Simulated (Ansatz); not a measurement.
Level of theory: Ansatz 0.2.0, DFT PBE, scalar-relativistic, plane waves, PAW, and for the lanthanide a 4f-in-core norm-conserving potential. Settings of the last relaxation (5-atom cell): 690 eV, 8×8×8 k points, Gaussian smearing of 0.10 eV, no spin polarisation.

Formation energies are uncorrected and count from the elements' standard states at the same level.

Question: Propose a candidate for a cubic metal that holds Ru and 2 more elements, with a formation energy near −0.09 eV/atom and a density near 7.54 g/cm³, in a cell of 5 atoms.

Answer: Ho₃PRu, space group Pm-3m (No. 221). Ho is surrounded by 2 Ru at 2.58 Å, 4 P at 3.65 Å and 8 Ho at 3.65 Å; around P lie 12 Ho at 3.65 Å; Ru is surrounded by 6 Ho at 2.58 Å.

```cif
data_structure
_symmetry_space_group_name_H-M 'Pm-3m'
_symmetry_Int_Tables_number 221
_cell_length_a 5.1688
_cell_length_b 5.1688
_cell_length_c 5.1688
_cell_angle_alpha 90.000
_cell_angle_beta 90.000
_cell_angle_gamma 90.000
_cell_volume 138.09
loop_
_atom_site_label
_atom_site_type_symbol
_atom_site_symmetry_multiplicity
_atom_site_Wyckoff_symbol
_atom_site_fract_x
_atom_site_fract_y
_atom_site_fract_z
_atom_site_occupancy
Ho1 Ho 3 c 0.00000 0.50000 0.50000 1
P1 P 1 a 0.00000 0.00000 0.00000 1
Ru1 Ru 1 b 0.50000 0.50000 0.50000 1
```

| Quantity | Value |
| --- | --- |
| Volume per atom | 27.62 Å³ |
| Density | 7.54 g/cm³ |
| Formation energy | −0.09 eV/atom |
| Gap on the 8×8×8 mesh of the 5-atom cell | 0 eV (a metal) |

The structure comes from a generated guess, relaxed at this level; another structure or a mixture of phases may lie lower. The answer needn't be unique; the calculation gave this one.

The reference form of P is held partly by dispersion forces, which this level lacks. Trial moments died out on the coarse mesh, so the last step has no spin; another magnetic start might hold. Symmetry constrained the relaxation, so the result can be a saddle point.

The lanthanide is trivalent by construction, without f bands, f moments or other valences. The reference runs of the other elements, and any phases without the lanthanide, used 420 eV, which shifts energies against them by under 10 meV/atom. The lanthanide's reference is the lowest of its hcp, dhcp and fcc cells.
